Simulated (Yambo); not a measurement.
Yambo run on CuCl (zinc blende, space group F-43m, No. 216). The wavefunctions are norm-conserving PBEsol (Quantum ESPRESSO, 92 Ry, no spin-orbit coupling) ones on a 4×4×4 mesh (13 occupied bands); a = b = c = 3.7399 Å, α = β = γ = 60.00°.

Yambo input:

```
rim_cut
gw0
dyson
el_el_corr
HF_and_locXC
ppa
em1d
RandQpts= 1000000
RandGvec= 1 Ry
EXXRLvcs= 92 Ry
VXCRLvcs= 368 Ry
Chimod= "HARTREE"
% BndsRnXp
 5 | 92 |
%
NGsBlkXp= 8 Ry
% LongDrXp
 1.0 | 1.0 | 1.0 |
%
PPAPntXp= 27.2114 eV
% GbndRnge
 1 | 92 |
%
GTermKind= "BG"
DysSolver= "n"
ExtendOut
% QPkrange
 1 | 1 | 13 | 14 |
%
```

k points by index: 1 = Γ.

The o-*.qp file then holds:

```
#    K-point    Band    Eo [eV]    E [eV]    E-Eo [eV]    Vxc [eV]    Vnlxc [eV]    Sc|Eo [eV]    Sc|E [eV]    dSc/dw|Eo [eV]    Re(Z)    Im(Z)
#
    1    13    0.000000    -0.794952    -0.794952    -28.38502    -35.28851    5.840595    6.108537    -9.169714    0.747951    -0.001544
    1    14    0.541907    0.853890    0.311983    -10.73203    -6.154308    -4.195219    -4.265741    -6.148751    0.815684    -0.001225
```
(The two width columns are left out.) Convergence of these settings isn't established.

Geometry relaxed with PBEsol.
